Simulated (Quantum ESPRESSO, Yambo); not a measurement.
Levels of theory for the gap of SnS₂ bilayer

A free-standing SnS₂ bilayer (symmetry P-3m1, slab cell 27.3 Å high): one geometry, one set of norm-conserving PBE (stringent potentials; Quantum ESPRESSO, 102 Ry, no spin-orbit coupling) orbitals, self-energies from Yambo (6×6×1 Γ-centred k mesh, bands 9 to 221 and a 6 Ry block in the screening, 221 bands in G with the Bruneval-Gonze terminator, plasmon pole fitted at 27.2 eV, slab-truncated Coulomb interaction, stochastic integration of W near q = 0).

Two neighbouring layers were cut from Materials Project entry mp-1170 and relaxed with PBE+D3(BJ) in a cell 27.3 Å high, with the Coulomb interaction truncated along z.

```
level                                                     gap (0, 0.167) → M (eV)  direct gap at M (eV)       rough Yambo cost
--------------------------------------------------------  -----------------------  --------------------  ---------------------
PBE (Quantum ESPRESSO)                                                       1.52                  1.74                      –
exchange only (Hartree-Fock self-energy on PBE orbitals)                     7.43                  7.78  about 1/20 (8 states)
G0W0@PBE, plasmon pole                                                       2.68                  2.93           1 (8 states)
```

Bare exchange has no screening and gives the widest gap.

Costs are rough ratios of core time on shared machines.

Convergence of the G0W0 settings was not tested.

Spin-orbit splittings are left out.
